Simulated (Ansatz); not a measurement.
BaTe (rock salt, Fm-3m) at seven volumes, plane-wave PAW r²SCAN (Ansatz code), scaled uniformly. One row is withheld.

```tsv
V (Å³/atom)	P (GPa)
40.081	3.55
41.403	2.17
42.724	1.00
44.045	0.00
45.367	-0.85
46.688	?
48.010	-2.19
```

Q: Fit the shown pressures and predict the withheld one.

A: P = (3/2)B₀(x^(7/2) − x^(5/2))[1 + (3/4)(B′ − 4)(x − 1)] with x = (V₀/V)^(2/3). Least squares on the six rows gives V₀ = 44.046 Å³/atom, B₀ = 30.6 GPa, B′ = 4.34. At V = 46.688, x = 0.9619 and P = -1.57 GPa. The run itself gave -1.57 GPa.

The r²SCAN relaxation kept the symmetry of its start; of distortions, only those at the zone centre were tested. Scalar-relativistic: spin–orbit coupling is off unless named, which matters more the heavier the elements.

Potentials: the later of the program's two PAW sets.
